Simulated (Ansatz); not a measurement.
Cu Kα1 powder pattern (kinematic, no thermal factors).
2θ (°) (relative intensity): 19.88 (18), 30.01 (38), 36.95 (30), 37.30 (100), 38.35 (14), 40.04 (10), 40.39 (19), 42.31 (4), 45.09 (41), 48.31 (16), 51.93 (65), 55.89 (11), 60.17 (8), 62.37 (5), 66.58 (21), 67.51 (11), 69.60 (3), 70.25 (3), 74.33 (4), 74.73 (19), 74.76 (4), 78.66 (3), 78.88 (13), 79.53 (2), 80.23 (13), 80.61 (1), 80.85 (16), 84.06 (7), 86.03 (5), 86.42 (3), 89.19 (15)

The pattern is computed from a structure relaxed with DFT PBE, scalar-relativistic, plane waves, PAW in Ansatz 0.2.0. No spin polarisation. Its elements are F, W.

Give the structure.

WF.
Space group P6_3/mmc (No. 194). a = 2.807 Å, b = 2.807 Å, c = 17.851 Å, α = 90.00°, β = 90.00°, γ = 120.00°
| atom | site | symmetry | x | y | z |
| --- | --- | --- | --- | --- | --- |
| W | 4f | 3m. | 0.3333 | 0.6667 | 0.1767 |
| F | 4f | 3m. | 0.3333 | 0.6667 | 0.5913 |

A pattern alone doesn't exclude other cells with like lines; this is the one computed.

The structure comes from a generated guess; another structure or a mixture of phases may lie lower. No dispersion correction is applied, so the spacing between layers, chains or molecules is poorly fixed.
